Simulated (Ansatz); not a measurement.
## Ansatz run, NiAuSe$_{2}$

input.yaml (Ansatz 0.2.0)

```yaml
crystal:
  lattice:
    - [4.304281, 0.0, 0.0]
    - [0.0, 4.304281, 0.0]
    - [0.0, 0.0, 8.640625]
  atoms:
    - { symbol: Se, position: [0.75, 0.25, 0.5] }
    - { symbol: Se, position: [0.25, 0.75, 0.5] }
    - { symbol: Se, position: [0.25, 0.25, 0.1528] }
    - { symbol: Se, position: [0.75, 0.75, 0.8472] }
    - { symbol: Au, position: [0.25, 0.25, 0.8048] }
    - { symbol: Au, position: [0.75, 0.75, 0.1952] }
    - { symbol: Ni, position: [0.25, 0.25, 0.4135] }
    - { symbol: Ni, position: [0.75, 0.75, 0.5865] }
  symmetry: { tolerance: 0.0003 }
kpoints:
  mp_grid: { grid: [8, 8, 4], shift: [0, 0, 0] }
  band_path:
    path:
      - [0.0, 0.0, 0.0]
      - [0.0, 0.5, 0.0]
      - [0.5, 0.5, 0.0]
      - [0.0, 0.0, 0.0]
      - [0.0, 0.0, 0.5]
      - [0.0, 0.5, 0.5]
      - [0.5, 0.5, 0.5]
      - [0.0, 0.0, 0.5]
    npoints: 7
magnetization:
  spin_polarized: false
scf:
  occupations: { method: fermi_dirac }
  lower_state_search: "off"
  max_iter: 200
hamiltonian:
  pseudopotentials: { kind: paw }
  xc: pbesol
basis:
  ecutwfc: 420
  fft_grid_basis: typed
output:
  forces: true
  stress: true
  eigenvalues: true
  bader: true
  populations: true
  elf: true
  write_potential: true
  volumetric_format: npy
  dos:
    e_range: [-12, 8]
    de: 0.05
    projected: { site_lists: { Au: [Au], Ni: [Ni], Se: [Se] } }
checkpoint:
  read: saved_state
```

The run starts from an earlier solution of this cell. 

Parts of the output:

```
SCF iter   1: F=—  Δρ=4.09e-3  dr2=4.77e-2
SCF iter   2: F=—  Δρ=1.05e-3  dr2=1.21e-3
SCF iter   3: F=—  Δρ=1.77e-3  dr2=3.36e-3
SCF iter   4: F=—  Δρ=3.57e-4  dr2=1.17e-4
SCF iter   5: F=—  Δρ=3.70e-5  dr2=3.45e-6
SCF iter   6: F=—  Δρ=1.35e-5  dr2=4.79e-7
SCF iter   7: F=-59318.6487 eV  Δρ=7.64e-6  dr2=8.39e-8
Free energy (F): -59318.6487 eV
Harris-Foulkes:  -59318.6487 eV  (|F-HF|=8.19e-8)
Internal energy: -59318.4674 eV  (E = F + TS)
E sigma→0 (E₀):  -59318.5581 eV
Entropy (-TS):   -0.1813 eV (-22.663 meV/atom)
Fermi energy:    11.4205 eV
--- Per-component energies (eV) ---
  E_band       = -2895.1847
  E_kinetic    = 2250.1145
  E_local      = -25524.9580  (includes V_loc(G=0)·N_el)
  E_nonlocal   = -927.4504
  E_hartree    = 11691.1044
  E_xc         = -1030.5957
  E_vxc        = -1153.7546  (∫ρ·V_xc dr)
  E_paw        = -29802.9526  (= ΣΔE_a)
  E_vpaw       = -921.3756  (= ΣTr[D̂ρ^β])
  E_aug_tail   = 0.0014  (compensation charges beyond the density's cutoff)
  E_ewald      = -15978.7783
  E_core_change = 5.0473  (= ΣΔE_core)
  E_smearing   = -0.1813  (= −TS)
--- Forces (eV/Å), atoms counted from 1 ---
  atom   1  Se     0.0000     0.0000     0.0000
  atom   2  Se     0.0000     0.0000     0.0000
  atom   3  Se     0.0000     0.0000    -0.4124
  atom   4  Se     0.0000     0.0000     0.4124
  atom   5  Au     0.0000     0.0000     1.0035
  atom   6  Au     0.0000     0.0000    -1.0035
  atom   7  Ni     0.0000     0.0000    -0.6908
  atom   8  Ni     0.0000     0.0000     0.6908
--- Stress (GPa, compression-positive) ---
       -1.3750       0.0000       0.0000
        0.0000      -1.3750       0.0000
        0.0000       0.0000       1.2982
  P = ⅓ Tr σ = -0.4839 GPa (-4.839 kbar)
--- Löwdin populations: 8 sites ---
  site symbol       q [e]
     0     Se     16.2045
     1     Se     16.2045
     2     Se     16.3053
     3     Se     16.3053
     4     Au     18.6947
     5     Au     18.6947
     6     Ni     17.4443
     7     Ni     17.4443
  spilling = 0.0051 (of n_electrons = 138.0000)
--- Bader charges: 8 sites ---
  site symbol  charge [e]  shift [e]
     0     Se     -0.1889     0.0010
     1     Se     -0.1889     0.0010
     2     Se     -0.1333     0.0002
     3     Se     -0.1333     0.0002
     4     Au      0.0409     0.0000
     5     Au      0.0409     0.0000
     6     Ni      0.2812     0.0012
     7     Ni      0.2813     0.0012
```

Origin: a known structure type with other elements, at an estimated volume, so it need not be a known compound. Caveats: no spin polarisation, so a magnetic state may lie lower.
